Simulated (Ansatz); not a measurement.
P2W in space group Cmc2_1 (No. 36; P on 4a, P on 4a, W on 4a) at seven volumes, DFT-LDA in the program Ansatz with PAW potentials, shape and atoms relaxed at each. One row is withheld.

| V (Å³/atom) | P (GPa) |
|---|---|
| 12.979 | 23.68 |
| 13.407 | 14.66 |
| 13.835 | 6.80 |
| 14.263 | 0.00 |
| 14.691 | -5.83 |
| 15.119 | -10.81 |
| 15.547 | ? |

Task: Fit the shown pressures and predict the withheld one.

Result: P = (3/2)B₀(x^(7/2) − x^(5/2))[1 + (3/4)(B′ − 4)(x − 1)] with x = (V₀/V)^(2/3). Least squares on the six rows gives V₀ = 14.265 Å³/atom, B₀ = 209 GPa, B′ = 3.89. At V = 15.547, x = 0.9442 and P = -15.21 GPa. The run itself gave -15.03 GPa.

The first step of the workflow began from a Materials Project structure, measured or hypothetical; the Crystallography Open Database files this formula in space group No. 36, but the cells were not matched. Its standing as an ambient phase is unchecked. The cell was relaxed with LDA under the symmetry of its start; whether a distortion lowers the energy is not shown. No spin polarisation was allowed. Scalar-relativistic: spin–orbit coupling is off unless named, which matters more the heavier the elements.

Potentials: the later of the program's two PAW sets.
